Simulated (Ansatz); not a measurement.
# Cold compression of AlRu (rocksalt type)

```
Ru Al
1.0
     0.00000    2.46525    2.46525
     2.46525    0.00000    2.46525
     2.46525    2.46525    0.00000
Ru Al
1 1
Cartesian
  0.0000 0.0000 0.0000
  2.4653 2.4653 2.4653
```

The cell comes from a relaxation on PAW files under the same functional, begun from a prototype that needn't be the stable phase.

Its volume is scaled at fixed shape and fractional positions.

Level of theory: DFT with PBEsol, scalar-relativistic, in Ansatz 0.2.0; a Γ-centred 14×14×14 k mesh, Fermi–Dirac smearing of 0.05 eV, no spin polarisation. LAPW: all electrons, basis error target 1 meV/atom; PAW: frozen-core files, cutoff 420 eV; crystal datasets: all electrons, by PAW datasets that the program makes for each cell; norm-conserving: pseudopotentials, cutoff 1143 eV; PAW (cutoff 600 eV): frozen-core files, cutoff 600 eV.

Energies are extrapolated to zero smearing and count from the unscaled cell; pressure is positive in compression; gaps take the mesh and a band path. No temperature or zero-point motion is included.

The PAW files were made under PBE.

```tsv
V/V0	V (Å³/atom)	P LAPW (GPa)	ΔE LAPW (eV/atom)	P PAW − LAPW (GPa)	ΔE PAW − LAPW (meV/atom)
1.00	14.98	-0.07	0.000	0.06	0.0
0.94	14.08	10.91	0.028	0.10	0.5
0.88	13.18	26.0	0.129	0.16	1.2
0.80	11.99	55.5	0.425	0.30	2.9
0.72	10.79	?	?	?	?
0.64	9.59	176.2	2.016	0.66	10.4
0.55	8.24	321.8	4.049	0.08	14.7
```

Question: Fit the Vinet equation to the LAPW pressures shown (residuals weighted by 1/(|P| + 0.03·Pmax)), and predict the pressure of the withheld row.

Answer: The fit gives V0 = 14.98 Å³/atom, B0 = 153 GPa and B0′ = 4.51. At 10.79 Å³/atom, x = (V/V0)^(1/3) = 0.8964, and P = 3·B0·(1 − x)/x²·exp[1.5·(B0′ − 1)·(1 − x)] = 102.4 GPa. The run itself gave 101.7 GPa (+0.7 % off) and ΔE = 1.000 eV/atom.

Question: At the smallest volume, how far do crystal datasets and norm-conserving and PAW (cutoff 600 eV) lie from LAPW in pressure?

Answer: crystal datasets: 0.00 GPa; norm-conserving: +0.71 GPa; PAW (cutoff 600 eV): -0.01 GPa, on a LAPW pressure of 321.8 GPa.

Question: How do the Löwdin populations by LAPW change from the unscaled cell to the last row?

Answer: Ru 4s 1.91 → 1.80, Ru 4p 5.97 → 5.91, Ru 4d 7.78 → 8.36, Al 2s 1.98 → 1.95, Al 3s 1.00 → 0.73, Al 3p 1.90 → 1.75 electrons an atom. These are projections on the shells that the free atoms fill; 0.08 e a cell lies outside them at the start and 0.13 e at the end.
